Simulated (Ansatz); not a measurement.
In DFT-r²SCAN in the program Ansatz with PAW potentials, Sc$_{4}$N$_{3}$O in the cubic phase (Pm-3m; Sc on 3c, Sc on 1a, O on 1b, N on 3d) relaxes to a = 4.480 Å. Sc on 3c has 6 nearest neighbours from 2.24 Å (octahedral); Sc on 1a has 6 nearest neighbours from 2.24 Å (octahedral); O has 6 nearest neighbours from 2.24 Å (octahedral); N has 6 nearest neighbours from 2.24 Å (octahedral). Its formation energy from the elements is -2.50 eV/atom, with no fitted shifts.

Electronic character: metallic (no gap).

An equation-of-state fit gives a bulk modulus of 210 GPa. The relaxed-ion elastic constants in GPa are C11 = 426, C12 = 102, C44 = 163. The elastic constants imply a Debye temperature near 893 K. Bader charges are Sc +1.82 to +1.84, O -1.51, N -1.93 e.

The start of the workflow was typed in or built on a structure type; neither database checked (COD, Materials Project) lists it. Whether it is the stable phase at ambient conditions was not checked. The r²SCAN relaxation kept the symmetry of its start; whether a distortion lowers the energy is not shown. No spin polarisation was allowed. With an odd number of electrons in the cell and no spin polarisation, the count alone makes it a metal. As this level gives no gap, shear constants depend on the k-mesh and smearing (Fermi–Dirac, 0.1 eV here). The references are the lowest solids computed at this level, not always the standard phases (solids in place of the gases).

Potentials: the earlier of the program's two PAW sets. The files were generated under PBE; for other functionals the program regenerates the frozen cores, and for LDA and PBEsol the local potential too.
